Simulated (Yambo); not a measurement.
G0W0@PBEsol for Rb₂WO₂F₄ (space group C2/m, No. 12) in Yambo (2×2×2 mesh, 8 Ry block, plasmon pole, screening fixed), without a terminator:

| bands N in G | gap (0, 0, -0.5) → (-0.5, -0.5, -0.5) (eV) | shift of the valence edge (eV) |
|---|---|---|
| 117 | 5.585 | -0.696 |
| 199 | 5.538 | -0.983 |
| 308 | 5.489 | -1.137 |

Extrapolate both columns to infinite N with E(N) = E∞ + A/N, test the form, and compare with the terminator.

From two points, E∞ = (N2 E2 − N1 E1)/(N2 − N1). The two largest N give 5.40 eV for the gap and -1.42 eV for the shift; the two smallest give 5.47 eV and -1.39 eV. For the gap the slopes A are 13 and 28 eV: the form isn't reached, and its limit is uncertain. For the shift the slopes A are 81 and 87 eV: the 1/N form holds. With the Bruneval-Gonze terminator and 308 bands the run gives 5.45 eV and -1.32 eV, 0.05 eV and 0.10 eV from the extrapolated values: the terminator too is an estimate of the remainder. Block, mesh and the bands in W are held fixed.

Spin-orbit coupling is not included.

Geometry of the Materials Project entry, not relaxed at this level; primitive cell a = 6.1550 Å, b = 6.1550 Å, c = 4.9797 Å, α = 91.72°, β = 91.72°, γ = 59.83°.

The structure is a Materials Project entry; no match was found in the copy of COD used, and its stability was not checked.

A shift is the quasiparticle energy of the state minus its PBEsol energy.
